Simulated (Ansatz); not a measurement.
NiTe₂ (CdI2 type, P-3m1) under volume change, r²SCAN+D4 in the plane-wave PAW code Ansatz, shape and atoms relaxed at each volume.

| V (Å³/atom) | E − E(relaxed) (meV/atom) | P (GPa) |
|---|---|---|
| 20.689 | 33.8 | 6.28 |
| 21.371 | ___ | ___ |
| 22.053 | 3.0 | 1.51 |
| 22.735 | 0.0 | 0.00 |
| 23.417 | 2.2 | -0.97 |
| 24.099 | 8.1 | -1.78 |
| 24.781 | ___ | ___ |

Fill in the missing entries.


- 24.781, E − E(relaxed) (meV/atom): 16.8
- 24.781, P (GPa): -2.31
- 21.371, E − E(relaxed) (meV/atom): 13.4
- 21.371, P (GPa): 3.46

What does a third-order Birch–Murnaghan fit give for V₀, B₀ and B′?

V₀ = 22.74 Å³/atom, B₀ = 42.0 GPa, B′ = 10.1.

The workflow started from an entry of the Crystallography Open Database (COD). Its standing as an ambient phase is unchecked. Symmetry was held in the r²SCAN+D4 relaxation; whether a distortion lowers the energy is not shown. The workflow began spin-polarised and lost its moments. The cell computed holds one magnetic atom, so no antiferromagnetic order was within reach. Spin–orbit coupling is left out wherever it is not named.

Potentials: the later of the program's two PAW sets.
